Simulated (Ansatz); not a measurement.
KF (rock salt, Fm-3m), PBE (plane waves, PAW; program Ansatz): ε∞ = 1.96, cell volume 39.82 Å³. Infrared-active transverse modes:

| ω_TO (cm⁻¹) | oscillator strength S_xx (e²/amu) |
|---|---|
| 164.6 | 0.1004 |

Task: Compute the static dielectric constant.

Result: Each mode adds (4.921e7/V) S/ω²: 4.58. So ε0 = 6.54.

Task: What LO frequency does the Lyddane–Sachs–Teller relation give?

Result: ω_LO = ω_TO √(ε0/ε∞) = 301 cm⁻¹.

Symmetry was held in the PBE relaxation; phonons on a q-mesh show no instability.

Potentials: the later of the program's two PAW sets.
